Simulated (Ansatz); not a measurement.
Interlayer sliding in a free bilayer taken from bulk MoTe2 (2H-MoS2 type, space group P6_3/mmc): the upper half of the atoms below is shifted in the plane.

```
CELL_PARAMETERS angstrom
      3.54193     0.00000     0.00000
      1.77097     3.06740     0.00000
      0.00000     0.00000    25.67983
ATOMIC_POSITIONS crystal
  Te 0.66667 0.66667 0.29194
  Mo 0.33333 0.33333 0.36174
  Te 0.66667 0.66667 0.43165
  Te 0.33333 0.33333 0.56835
  Mo 0.66667 0.66667 0.63826
  Te 0.33333 0.33333 0.70806
```

In-plane vectors a = (3.542, 0.000) Å, b = (1.771, 3.067) Å, area 10.86 Å². The shift is s times the vector a (length 3.542 Å), so s = 1 restores the start. Atoms relax along the normal only. γ = [E(shift) − E(0)] / area.

Level of theory: r2SCAN+rVV10 (plane waves to 500 eV, PAW, scalar-relativistic; Ansatz, a first-principles code). k mesh 11×11×1 (Γ-centred), Fermi-Dirac smearing 0.05 eV. E is the zero-smearing estimate. MoTe2 is run without spin polarisation. MoTe2 was relaxed with its symmetry unable to fall. Spin-orbit coupling is left out, though Te is heavy. The PAW data are Ansatz's earlier set. The zero of γ is zero shift.

| s | γ (mJ/m²) |
|---|---|
| 0.000 | 0 |
| 0.083 | 11 |
| 0.167 | 37 |
| 0.250 | withheld |
| 0.333 | 86 |
| 0.417 | 100 |
| 0.500 | 104 |
| 0.583 | 100 |
| 0.667 | 86 |
| 0.750 | withheld |
| 0.833 | 37 |
| 0.917 | 11 |

**Question.** Fit a Fourier form (three harmonics of 1 − cos and sin) to the given rows and predict γ at s = 0.250.

**Answer.** Least squares on the 10 given rows: γ = (51.2)·[1 − cos(2πs)] + (6.2)·[1 − cos(4πs)] + (1.0)·[1 − cos(6πs)], in mJ/m²; root-mean-square residual 0.2 mJ/m². At 0.250 the fit gives 65 mJ/m²; the calculation gives 65 mJ/m², the same to the digits shown. 

(The slope of γ gives the shear force per area between the displaced halves; near zero shift its curvature is an elastic stiffness.)
